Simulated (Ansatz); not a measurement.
This Be3TeSe2 structure is the end of a relaxation. The cell was found from a structure generator's guess, not taken from experiment.

Theory: Ansatz, DFT PBE, scalar-relativistic, plane waves, PAW. Cutoff 420 eV, Γ-centred mesh, Gaussian smearing, no spin polarisation.

```
Be Te Se
1.0
     3.65939    0.00000    0.00000
    -1.82970    3.16913    0.00000
     0.00000    0.00000   10.93835
Be Te Se
3 1 2
Direct
  0.00000 0.00000 0.65291
  0.33333 0.66667 0.34417
  0.66667 0.33333 0.77503
  0.00000 0.00000 0.44138
  0.33333 0.66667 0.15346
  0.00000 0.00000 0.84815
```

The zero of energy is the elements' standard structures at the same level; no fitted shifts are applied.

**Question.** Find its symmetry and describe it.

**Answer.** P3m1 (No. 156). Conventional cell: a = 3.659 Å, c = 10.938 Å. Around Be on its first site lie 1 Se at 2.14 Å, 1 Te at 2.31 Å and 3 Be at 2.50 Å; Be on its second site is surrounded by 1 Se at 2.09 Å and 3 Te at 2.37 Å; around Te lie 4 Be at 2.31–2.37 Å; Se on its first site is surrounded by 1 Be at 2.09 Å; 2 more sites not described.

**Question.** What is its formation energy per atom?

**Answer.** +0.03 eV/atom. The formation energy is too near zero to say whether this cell lies below the elements.

**Question.** Is it a metal?

**Answer.** Yes, bands cross the Fermi level on the 12×12×4 mesh.

The last run used a 12×12×4 mesh (in the run's order of axes) for its 6-atom cell and Gaussian smearing of 0.10 eV. The k mesh leaves some 4 meV/atom of noise in the energy of each metallic cell. Weakly bound directions are ill-defined at this level, which has no dispersion term. Spin–orbit coupling, which can matter for Te, is left out. The reference forms of Se and Te are held partly by dispersion forces, which this level lacks. Symmetry constrained the relaxation, so the result can be a saddle point.
